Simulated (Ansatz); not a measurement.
Si2Ni (fluorite or antifluorite type), relaxed with PBE (Ansatz, a quantum-chemistry and plane-wave program, plane waves, PAW): a = 5.445 Å, b = 5.445 Å, c = 5.445 Å, α = 90.00°, β = 90.00°, γ = 90.00°.

- ΔH_f (eV/atom) = -0.35
- B₀ by P(V) fit (GPa) = 143

### Question
The same phase is relaxed and computed with r²SCAN in the same code. What are the cell and these values now?

### Answer
a = b = c = 5.387 Å, α = β = γ = 90.00°.

- ΔH_f (eV/atom): -0.35
- B₀ by P(V) fit (GPa): 162

All cells were relaxed under the symmetry of their starts (and spin orders); stability against distortions was not tested throughout. Rows with no word on spin ran without spin polarisation.

Potentials: the earlier of the program's two PAW sets.

Ansatz is a plane-wave DFT program.

Formation energies count from the lowest solids of the elements computed at the same level, not from gases.
